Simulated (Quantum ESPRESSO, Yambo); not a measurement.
G0W0 results for K$_{3}$CoF$_{6}$

```cif
data_Co4F24K12
_chemical_formula_sum 'F24 K12 Co4'
_space_group_name_H-M_alt 'Fm-3m'
_space_group_IT_number 225
_space_group_name_Hall '-F 4 2 3'
_cell_length_a 8.55333
_cell_length_b 8.55333
_cell_length_c 8.55333
_cell_angle_alpha 90.000
_cell_angle_beta 90.000
_cell_angle_gamma 90.000
loop_
_atom_site_label
_atom_site_type_symbol
_atom_site_symmetry_multiplicity
_atom_site_Wyckoff_symbol
_atom_site_fract_x
_atom_site_fract_y
_atom_site_fract_z
_atom_site_occupancy
F1 F 24 e 0.00000 0.00000 0.21499 1
K1 K 8 c 0.25000 0.25000 0.25000 1
K2 K 4 b 0.50000 0.50000 0.50000 1
Co1 Co 4 a 0.00000 0.00000 0.00000 1
```
(The calculation used a cell of 10 atoms; values per cell refer to that cell.)

The geometry is that of Materials Project entry mp-1111145, symmetrised and not relaxed again.

Starting point: LDA (pw.x of Quantum ESPRESSO, ONCV potentials, without SOC). G0W0 in Yambo: 2×2×2 Γ-centred k mesh, bands 5 to 303 and a 8 Ry block in the screening, 303 bands in G with the Bruneval-Gonze terminator, plasmon pole fitted at 27.2 eV.

| Property | Result |
|---|---|
| LDA gap along the band path | 1.18 eV |
| LDA gap between the mesh's edge points (X → X) | 1.18 eV |
| G0W0 gap between the same points | 4.93 eV |

```
k point  band  E LDA (eV)  E QP (eV)  shift (eV)     Z
-------  ----  ----------  ---------  ----------  ----
Γ          VB       -0.12      -1.47       -1.36  0.75
Γ          CB        1.28       3.69        2.41  0.76
X          VB        0.00      -1.37       -1.37  0.75
X          CB        1.18       3.56        2.38  0.77
```

Energies count from the LDA valence-band maximum.

Nearest settings tried, and what they do to the gap: 237 bands in W, 237 bands in G: +9 meV; 6 Ry block (283 vectors against 459): +177 meV; 4×4×4 mesh: +10 meV. So the settings aren't converged at that level. The k mesh is coarse.

The 3d shell has no Hubbard U; the runs are without spin polarisation, and magnetic order was not tried.

The structure is a Materials Project entry; no match was found in the copy of COD used, and its stability was not checked.
